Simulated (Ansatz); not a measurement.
# 7 guesses for Zr2H3 and where they end

These are results of DFT PBE, scalar-relativistic, plane waves, PAW (Ansatz 0.2.0), not measurements. All cells share a 420 eV cutoff and Γ-centred k meshes spaced at most about 0.3 Å⁻¹ (about 0.25 or finer for metals, 2π included). No spin polarisation in the final relaxations.

Each guess was relaxed in cell and atoms at zero pressure, within the symmetry of its start. These are static total energies at zero pressure. Coordination counts H atoms around Zr (those within 1.25 times the shortest such distance or 1.15 times the sum of covalent radii; a plus sign parts nearer from farther groups; the shortest distance is added where it is long for a bond; a slash parts the counts of unlike sites).

| guess | made from | start group | V start (Å³/atom) | end group | V end (Å³/atom) | coordination at the end | gap on mesh (eV) | E over the lowest end (meV/atom) |
| --- | --- | --- | --- | --- | --- | --- | --- | --- |
| 1 | Al3Pd2 type | P-3m1 | 11.9 | P-3m1 (La2O3 (A sesquioxide)) | 10.4 | Zr 4+3 | 0 | 0 |
| 2 | Tl2F3 type | Pm-3m | 11.5 | Pm-3m | 10.8 | Zr 6/12 | 0 | 250 |
| 3 | random cell | I4/mmm | 12.5 | I4/mmm | 13.4 | Zr 2 | 0 | 945 |
| 4 | random cell | P6/mmm | 12.7 | ? | ? | ? | ? | ? |
| 5 | random cell | P-6m2 | 12.4 | P-6m2 | 11.5 | Zr 3+3 | 0 | 311 |
| 6 | random cell | P-3m1 | 12.3 | P-3m1 | 12.7 | Zr 3 | 0 | 627 |
| 7 | Zr3Cd2 type | Pmmm | 15.2 | P4/mmm | 14.9 | Zr 4/8+8 from 3.4 Å | 0 | 1270 |

Guess 4 as it starts:

```xyz
5
Lattice="4.0393 0.0000 0.0000 -2.0196 3.4981 0.0000 0.0000 0.0000 4.4816" Properties=species:S:1:pos:R:3 pbc="T T T"
Zr    0.0000    2.3321    0.0000
Zr    2.0196    1.1660    0.0000
H     0.0000    2.3321    2.2408
H     2.0196    1.1660    2.2408
H     0.0000    0.0000    2.2408
```

Problem. Fill in the missing row: what does this guess relax into, and where does it rank?

Solution. It ends in space group P6/mmm (No. 191), with a = 5.085 Å, c = 3.764 Å, 16.9 Å³/atom and no gap. It lies 1.43 eV/atom over the lowest end, above guess 7 and so the highest of the set. Counting H atoms around Zr, this end has Zr 2 and the lowest (guess 1) has Zr 4+3.

```
Zr H
1.0
     5.08498    0.00000    0.00000
    -2.54249    4.40372    0.00000
     0.00000    0.00000    3.76380
Zr H
2 3
Direct
  0.33333 0.66667 0.00000
  0.66667 0.33333 0.00000
  0.33333 0.66667 0.50000
  0.66667 0.33333 0.50000
  0.00000 0.00000 0.50000
```

The zero of energy is the elements' standard structures at the same level (H₂ as a molecule); no fitted shifts are applied.

Problem. Is the lowest end bound against the elements?

Solution. Yes: its formation energy is −0.43 eV/atom. A negative formation energy is needed for stability but isn't enough: competing phases decide.

A magnetic state wasn't ruled out in cells without spin, among them P6/mmm. With hydrogen, zero-point motion can shift formation energies by some tens of meV/atom. Cells relaxed within their symmetry can be saddle points; a later kick test found a lower structure for Zr2H3 P-3m1. A lower structure may well exist outside this small set. Some structure types and database cells were kept out of the candidates from the start, so a known form may be missing.
